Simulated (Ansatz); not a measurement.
**LuCd (Pm-3m): the size of the finite step**

```
Lu Cd
1.0
     3.60892    0.00000    0.00000
     0.00000    3.60892    0.00000
     0.00000    0.00000    3.60892
Lu Cd
1 1
Direct
  0.50000 0.50000 0.50000
  0.00000 0.00000 0.00000
```

Conventional cell: a = 3.609 Å, b = 3.609 Å, c = 3.609 Å, α = 90.00°, β = 90.00°, γ = 90.00°. Lu (atom 1) has 8 Cd at 3.13 Å as nearest neighbours. Cd (atom 2) is surrounded by 8 Lu at 3.13 Å.

Unless marked otherwise, the numbers come from PBEsol, PAW on Ansatz 0.2.0's default frozen-core files (fitted under PBE), scalar-relativistic. k mesh 12×12×12, strains of ±0.005, Fermi-Dirac smearing of 0.050 eV, cutoff 420 eV. The cell was relaxed by PAW under this functional. The structure is one entry of a database and needn't be the stable phase.

(1) Elastic constants come from stresses at strains of ±0.005 (two-point stencil): C11 = 86.8, C12 = 61.0, C44 = 54.4 GPa. What does an amplitude of 0.0002 give?

Results:

(1) C11 = 86.9, C12 = 61.0, C44 = 54.4 GPa. Nothing moves by 1 %. Steps under 0.001 aren't safe in general, since the basis can change from cell to cell and the noise grows as 1/δ.

Known limits: frozen-core PAW files fitted under PBE, their cores solved anew for the functional of the run; responses of metals move with mesh and smearing.
